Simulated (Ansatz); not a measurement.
Bi$_{2}$Se$_{3}$ (space group R-3m)

```
CELL_PARAMETERS angstrom
      2.05251     1.18502     9.30080
     -2.05251     1.18502     9.30080
      0.00000    -2.37003     9.30080
ATOMIC_POSITIONS crystal
  Bi 0.40131 0.40131 0.40131
  Bi 0.59869 0.59869 0.59869
  Se 0.00000 0.00000 0.00000
  Se 0.20934 0.20934 0.20934
  Se 0.79066 0.79066 0.79066
```

Calculation: LDA (plane waves to 420 eV, PAW, scalar-relativistic; Ansatz, an electronic-structure program). Harmonic phonons by density-functional perturbation theory on a 10×10×10 k mesh, in cm⁻¹ and rounded to 5; i marks imaginary ones, q is in fractions of the reciprocal vectors of the cell shown, and the three acoustic modes at Γ are left out. The program warned that its band solver left a few bands short of their tolerance. At this level the bands of Bi2Se3 touch or barely overlap; measurements give the solid a gap. Bi2Se3 was relaxed with its symmetry unable to fall. Spin-orbit coupling is left out, though Bi is heavy.

Task: Is the structure dynamically stable at Γ, L = (0.5, 0.0, 0.0), F = (0.5, 0.5, 0.0), T = (0.5, 0.5, 0.5)?

Result: No imaginary mode at these points (lowest 20 cm⁻¹ at T = (0.5, 0.5, 0.5)); other wave vectors were not tested.

Task: List the wavenumbers at Γ, L = (0.5, 0.0, 0.0), F = (0.5, 0.5, 0.0), T = (0.5, 0.5, 0.5), with degeneracies.

Result: 
| q | wavenumbers (cm⁻¹) |
|---|---|
| Γ | 45 (×2), 75, 85 (×2), 135 (×2), 140 (×2), 145, 165, 180 |
| L = (0.5, 0.0, 0.0) | 40, 45, 60, 60, 70, 90, 95, 100, 130, 130, 130, 135, 145, 155, 160 |
| F = (0.5, 0.5, 0.0) | 45, 45, 55, 55, 70, 85, 100, 105, 120, 130, 135, 140, 145, 155, 160 |
| T = (0.5, 0.5, 0.5) | 20 (×2), 35, 40 (×2), 65, 105 (×2), 135 (×2), 140 (×2), 155, 180, 180 |
